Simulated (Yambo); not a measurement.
G0W0@PBEsol for SiO₂ (space group R32, No. 155) in Yambo. Reference settings: 2×2×2 Γ-centred k mesh, 262 bands and a 8 Ry block in the screening, 262 bands in G with the Bruneval-Gonze terminator, plasmon pole fitted at 27.2 eV. The PBEsol gap Γ → Γ on this mesh is 5.78 eV; G0W0 gaps are taken between the same points.

The settings were changed. The gap went from 8.79 eV to 8.99 eV, and the shift of the valence edge from -1.96 eV to -2.24 eV.

**Question.** Which change was made?
A. no random integration
B. pole fitted at 55 eV
C. 2 Ry block
D. no terminator

**Answer.** C, 2 Ry block. The others gave (gap, valence shift): pole fitted at 55 eV: 8.84, -2.04 eV; no terminator: 8.68, -1.76 eV; no random integration: 8.60, -1.65 eV.

Geometry of the Materials Project entry, not relaxed at this level; primitive cell a = 5.284 Å, b = 5.284 Å, c = 5.284 Å, α = 97.60°, β = 97.60°, γ = 97.60°.

This is not the ordinary phase of the substance; no match was found in the copy of COD used, and its stability was not checked.

A shift is the quasiparticle energy of the state minus its PBEsol energy.
